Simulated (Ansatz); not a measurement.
Values for one crystal, relaxed and computed with PBE in the plane-wave PAW code Ansatz; other levels are named.

| Item | Value |
|---|---|
| Volume per atom | 22.02 Å³ |
| Band gap | 0.33 eV (direct) |
| Conduction-band minimum | at Γ |
| Electron effective mass | 0.18, 0.18, 1.4 mₑ (principal values) |
| Hole effective mass, band 2 of 2 at the edge | 0.055 along x, 0.26 along z (mₑ) |
| Formation energy from the elements (no fitted shifts) | 0.016 eV/atom |
| Valence-band maximum | at Γ |

Q: Which of these materials gives this?
A) SiGe, I-4m2 (Pearson symbol tI20)
B) HfSiO4, I4_1/amd (Hf on 4a, Si on 4b, O on 16h)
C) SiC, 6H polytype
D) SiRu, P2_13 (Si on 4a, Ru on 4a)

A: A, SiGe, I-4m2 (Pearson symbol tI20)

The start of the workflow was typed in or built on a structure type; neither database checked (COD, Materials Project) lists it. Its standing as an ambient phase is unchecked. The PBE relaxation kept the symmetry of its start; whether a distortion lowers the energy is not shown. The references are the lowest solids computed at this level, not always the standard phases. Scalar-relativistic: spin–orbit coupling is off unless named, which matters more the heavier the elements.

Potentials: the earlier of the program's two PAW sets.
